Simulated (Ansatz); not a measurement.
MoS2 in space group P6_3/mmc (No. 194; Mo on 2b, S on 4f), LDA (plane waves, PAW; program Ansatz), all energies at zero smearing, with the estimated change up to a 700 eV cutoff added, with one set of potentials and settings (totals compare only within such a set). Cell of 6 atoms (2 Mo, 4 S): -13169.789 eV.

| element | reference phase | E (eV/atom) |
|---|---|---|
| Mo | Im-3m, 1 atoms in the cell | -4842.8866 |
| S | Fddd, 32 atoms in the cell | -869.4936 |

Formation energy per atom, worked out: (-13169.789 − 2×(-4842.8866) − 4×(-869.4936))/6 = -1.007 eV/atom (-97 kJ per mol of atoms), at 0 K, without zero-point energy or fitted corrections.

The first step of the workflow began from a Materials Project structure, measured or hypothetical. Its sites differ from those of the usual phase in this space group: another stacking or structure type. The cell was relaxed with LDA under the symmetry of its start; phonons on a q-mesh show no instability. The run is not spin-polarised. A crystal of weakly bound layers computed without a dispersion correction: the cell and the soft elastic constants depend strongly on that. The references are the lowest solids computed at this level, not always the standard phases.

Potentials: the earlier of the program's two PAW sets.
